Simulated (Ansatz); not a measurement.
**Structure types of In compared at 90 GPa**

Structure types of In are relaxed in primitive cells with their symmetry kept at 90 GPa, first on PAW files, then by LAPW. The enthalpy is E + pV at zero temperature, without zero-point motion. Only the types listed were tried, and differences under about 5 meV/atom are mesh noise. Not among the end structures: fcc, which may lie lower.

Level of theory: DFT with LDA, scalar-relativistic, in Ansatz 0.2.0; Fermi–Dirac smearing of 0.1 eV, no spin polarisation. LAPW: all electrons, basis error target 0.5 meV/atom; PAW: frozen-core files, cutoff 420 eV.

k meshes: bcc 17×17×17, hcp 16×16×9, omega 8×8×12, beta tin 16×16×16, sc 15×15×15.

The PAW files were made under PBE.

Q: Order the types by LAPW enthalpy, lowest first.
A. bcc
B. hcp
C. beta tin
D. sc
E. omega

A: B (0 meV/atom), A (62 meV/atom), E (101 meV/atom), C (353 meV/atom), D (555 meV/atom).

| start type | ends as | a, b, c (Å) | V (Å³/atom) | H − H(lowest), LAPW (meV/atom) | same, PAW |
| --- | --- | --- | --- | --- | --- |
| bcc | bcc, Im-3m | 3.108, 3.108, 3.108 | 15.01 | 62.3 | 62.6 |
| hcp | hcp, P6_3/mmc | 2.749, 2.749, 4.564 | 14.94 | 0.0 | 0.0 |
| omega | omega, P6/mmm | 4.436, 4.436, 2.649 | 15.05 | 101.0 | 101.1 |
| beta tin | beta tin, I4_1/amd | 4.885, 4.885, 2.581 | 15.40 | 353.0 | 352.8 |
| sc | sc, Pm-3m | 2.500, 2.500, 2.500 | 15.63 | 555.3 | 554.5 |

Q: Split the lead of hcp over bcc into energy and pV.

A: For bcc less hcp: ΔE = +21.4 meV/atom, and p·ΔV = 90 GPa × +0.0729 Å³ × 6.242 meV/(GPa·Å³) = +41.0 meV/atom, together 62.4 meV/atom. hcp wins on both counts.
